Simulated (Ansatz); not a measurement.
Consider the following.

GaIr3N:
```
CELL_PARAMETERS angstrom
      4.06440     0.00000     0.00000
      0.00000     4.06440     0.00000
      0.00000     0.00000     4.06440
ATOMIC_POSITIONS crystal
  Ga 0.00000 0.00000 0.00000
  Ir 0.00000 0.50000 0.50000
  Ir 0.50000 0.00000 0.50000
  Ir 0.50000 0.50000 0.00000
  N  0.50000 0.50000 0.50000
```
The run is spin-polarised, in the one order tried: ferromagnetic.

This is the r²SCAN-relaxed structure.

Question: All from DFT-r²SCAN in the program Ansatz with PAW potentials, unless another level is named. Give the net moment.

Answer: 0.09 μB per atom.

Question: Next, the Bader charges?

Answer: Ga +0.84, Ir +0.10, N -1.13 e.

Space group Pm-3m (anti-perovskite). The start of the workflow was typed in or built on a structure type; neither database checked (COD, Materials Project) lists it. Its standing as an ambient phase is unchecked. The r²SCAN relaxation kept the symmetry of its start; whether a distortion lowers the energy is not shown. Spin order of the final state: ferromagnetic, the only order run, not a proven ground state. The volume moved by 18 % from the start of the relaxation. Its formation energy is positive at this level, so the cell may be metastable or incomplete. Other orbital occupations within this spin state were not tried. No Hubbard U is applied. Spin–orbit coupling is left out wherever it is not named.

Potentials: the later of the program's two PAW sets.
